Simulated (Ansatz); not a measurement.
# La (bcc): energy against volume

Computed with DFT, PBEsol, plane waves (420 eV) with PAW, scalar-relativistic (Ansatz). (PAW data from PBE, frozen cores regenerated.)

The cell is scaled uniformly from the relaxed one, with fractional coordinates and shape fixed. Energies are extrapolated to zero smearing, pressures are those at the given smearing. Magnetic state: spin not included.

A Birch-Murnaghan fit gives V₀ = 34.92 Å³/atom, B₀ = 28 GPa, B₀′ = 2.3.

Q: What are the energy above the minimum and the pressure at 32.070 Å³/atom?

A: 22.4 meV/atom and 2.68 GPa as computed.

Q: What are the energy above the minimum and the pressure at 33.464 Å³/atom?

A: 5.6 meV/atom and 1.30 GPa as computed.

Q: What are the energy above the minimum and the pressure at 37.647 Å³/atom?

A: 17.0 meV/atom and -1.85 GPa as computed.
